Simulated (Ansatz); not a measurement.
Input:

NbSeS:
```cif
data_Nb2S2Se2
_chemical_formula_sum 'Nb2 Se2 S2'
_space_group_name_H-M_alt 'P-3m1'
_space_group_IT_number 164
_space_group_name_Hall '-P 3 2"'
_cell_length_a 3.36029
_cell_length_b 3.36029
_cell_length_c 12.25344
_cell_angle_alpha 90.000
_cell_angle_beta 90.000
_cell_angle_gamma 120.000
loop_
_atom_site_label
_atom_site_type_symbol
_atom_site_symmetry_multiplicity
_atom_site_Wyckoff_symbol
_atom_site_fract_x
_atom_site_fract_y
_atom_site_fract_z
_atom_site_occupancy
Nb1 Nb 2 c 0.00000 0.00000 0.26623 1
Se1 Se 2 d 0.66667 0.33333 0.12584 1
S1 S 2 d 0.66667 0.33333 0.38897 1
```

This is the PBEsol-relaxed structure.

### Question
All from plane-wave PAW PBEsol (Ansatz code), unless another level is named. Give the electronic character.

### Answer
metallic (no gap).

### Question
Give the density of states at the Fermi level.

### Answer
0.97 states/eV per atom (mean over ±0.08 eV).

### Question
Give the formation energy from the elements (no fitted shifts).

### Answer
-97 kJ/mol-atom.

The first step of the workflow began from a Materials Project structure, measured or hypothetical; the Crystallography Open Database copy checked does not list it. Whether it is the stable phase at ambient conditions was not checked. The PBEsol relaxation kept the symmetry of its start; whether a distortion lowers the energy is not shown. The workflow began spin-polarised and lost its moments. A crystal of weakly bound layers computed without a dispersion correction: the cell and the soft elastic constants depend strongly on that. The references are the lowest solids computed at this level, not always the standard phases. Scalar-relativistic: spin–orbit coupling is off unless named, which matters more the heavier the elements.

Potentials: the later of the program's two PAW sets.
